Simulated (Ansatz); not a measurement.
Ga₄BiAs₃ in space group Amm2 (No. 38; Pearson symbol oS16) under volume change, LDA in the plane-wave PAW code Ansatz, shape and atoms relaxed at each volume.

```
V (Å³/atom)  E − E(relaxed) (meV/atom)  P (GPa)
-----------  -------------------------  -------
21.883                            46.0     7.45
22.604                            19.2     4.53
23.326                             4.5     2.07
24.047                             0.0     0.00
24.768                             4.0    -1.75
25.490                            15.3    -3.22
26.211                            32.7    -4.47
```

What does a third-order Birch–Murnaghan fit give for V₀, B₀ and B′?

V₀ = 24.05 Å³/atom, B₀ = 63.4 GPa, B′ = 4.7.

The first step of the workflow began from a Materials Project structure, measured or hypothetical; the Crystallography Open Database copy checked does not list it. Whether it is the stable phase at ambient conditions was not checked. The LDA relaxation kept the symmetry of its start; of distortions, only those at the zone centre were tested. Scalar-relativistic: spin–orbit coupling is off unless named, which matters more the heavier the elements.

Potentials: the later of the program's two PAW sets.
